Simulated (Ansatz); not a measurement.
Clean, relaxed (111) surface of W, space group Im-3m (No. 229) (top face towards +c; atoms held fixed, by place in the list: 1, 2, 3, 4):

```xyz
9
Lattice="4.4609 0.0000 0.0000 -2.2305 3.8633 0.0000 0.0000 0.0000 24.2847" Properties=species:S:1:pos:R:3 pbc="T T T"
W     2.2305    1.2878    8.5000
W     0.0000    2.5755    9.4106
W     0.0000    0.0000   10.3212
W     2.2305    1.2878   11.2318
W     0.0000    2.5755   12.1531
W     0.0000    0.0000   13.0457
W     2.2305    1.2878   14.0873
W     0.0000    2.5755   14.8030
W     0.0000    0.0000   15.5230
```

Computed with Ansatz, DFT PBEsol, scalar-relativistic, plane waves, PAW. Plane waves to 420 eV, a k mesh through Γ of 9×9×1 on the computed 9-atom cell and Gaussian smearing (0.10 eV); no spin polarisation. A dipole correction removes the field between periodic images along c.

Zn (atom) is adsorbed on the top face, one adsorbate per 17.2 Å², and relaxed from 3 starting sites (fractions of a and b). The adsorption energy is E(slab + adsorbate) − E(slab) − E(free adsorbate, spin-polarised where open-shell). Heights count from the highest slab atom after relaxation. Δφ is the top face's. Δp counts per cell along +c. Bonded neighbours lie within 1.25 times the sum of covalent radii (1.35 for H) and, on that scale, within 12 % of the closest. With the adsorbate the cell is lengthened along c to keep the vacuum.

```tsv
start	ends at	E_ads (eV)	height (Å)	shortest contact	Δφ (eV)	Δp (e·Å)
top (W) at (0.00, 0.00)	(0.00, 0.00), 1 bonded neighbour (W)	-0.95	2.61	Zn–W 2.61 Å	-0.75	+0.069
bridge (W-W) at (0.17, 0.33)	(0.28, 0.55), 2 bonded neighbours (W)	-1.66	1.76	Zn–W 2.56 Å	-0.07	-0.006
top (W) at (0.33, 0.67)	(0.33, 0.67), 1 bonded neighbour (W)	-1.64	1.75	Zn–W 2.53 Å	-0.04	-0.010
```

Among the sites tried, the lowest end comes from the bridge (W-W) at (0.17, 0.33) start; other sites may lie lower.

Each end is the local minimum or symmetric point that its start leads to. The slab is only 7.3 Å thick, so the energies aren't converged with thickness.

For at least one of the starts the bottom face's work function also shifts by over 0.1 eV: the slab is too thin to screen the adsorbate, so the work functions aren't converged with thickness.